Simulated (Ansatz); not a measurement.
## SnPb5Se6 (P4/mmm) at 2 levels of theory

One geometry, relaxed with PBE; plane waves with PAW potentials in Ansatz, scalar-relativistic. No spin polarisation. Gaps are the least over mesh and band path; pressure is positive in compression.

```cif
data_structure
_symmetry_space_group_name_H-M 'P4/mmm'
_symmetry_Int_Tables_number 123
_cell_length_a 4.3795
_cell_length_b 4.3795
_cell_length_c 18.5814
_cell_angle_alpha 90.000
_cell_angle_beta 90.000
_cell_angle_gamma 90.000
_cell_volume 356.40
loop_
_atom_site_label
_atom_site_type_symbol
_atom_site_symmetry_multiplicity
_atom_site_Wyckoff_symbol
_atom_site_fract_x
_atom_site_fract_y
_atom_site_fract_z
_atom_site_occupancy
Sn1 Sn 1 a 0.00000 0.00000 0.00000 1
Pb1 Pb 2 h 0.50000 0.50000 0.83457 1
Pb2 Pb 2 g 0.00000 0.00000 0.66762 1
Pb3 Pb 1 d 0.50000 0.50000 0.50000 1
Se1 Se 2 g 0.00000 0.00000 0.83644 1
Se2 Se 2 h 0.50000 0.50000 0.66711 1
Se3 Se 1 b 0.00000 0.00000 0.50000 1
Se4 Se 1 c 0.50000 0.50000 0.00000 1
```

```
level  cutoff (eV)  k mesh  gap (eV)  pressure (GPa)
  PBE          420   8×8×2      0.08             0.0
```

Question: What comes out on the same cell with LDA?

Answer:
```json
{"level": "LDA", "cutoff (eV)": "420", "k mesh": "8×8×2", "gap (eV)": "0.01", "pressure (GPa)": "-4.2"}
```

Spin-orbit coupling matters for the bands of heavy elements and is left out.

The cell was found from a structure generator's guess, not taken from experiment.
